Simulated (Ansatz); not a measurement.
BaTiO$_{3}$ in space group Amm2 (No. 38; Ba on 2a, Ti on 2b, O on 4e, O on 2a), r²SCAN in the plane-wave PAW code Ansatz. The conduction-band minimum lies at Γ, with 1 equivalent valley. Second derivatives d²E/dk² of the lowest band at one valley (eV·Å²), along Cartesian directions:

| direction | d²E/dk² |
|---|---|
| [100] | 13.98 |
| [010] | 5.640 |
| [001] | 8.370 |
| [110] | 9.805 |
| [101] | 11.18 |
| [011] | 6.989 |

**Question.** Find the principal effective masses, the density-of-states mass and the conductivity mass.

**Answer.** Off-diagonal terms follow from H_xy = H[110] − (H_xx + H_yy)/2, and m*/mₑ = 7.620 eV·Å² over each eigenvalue: 0.55, 0.91, 1.4. One valley's DOS mass (m₁m₂m₃)^(1/3) = 0.88, conductivity mass 3/(Σ 1/mᵢ) = 0.82 mₑ.

**Question.** What effective density of states Nc follows at 300 K for parabolic valleys?

**Answer.** Nc = 2.509e19 × 1 × (0.88)^(3/2) ≈ 2.1e19 cm⁻³.

This is a known low-temperature phase of the composition, computed here at zero pressure and temperature. The cell was relaxed with r²SCAN under the symmetry of its start; its stability against distortions is not shown here. No spin polarisation was allowed. Scalar-relativistic: spin–orbit coupling is off unless named, which matters more the heavier the elements.

Potentials: the later of the program's two PAW sets.

Edges and masses are those of Kohn–Sham bands, whose gap is no quasiparticle gap.
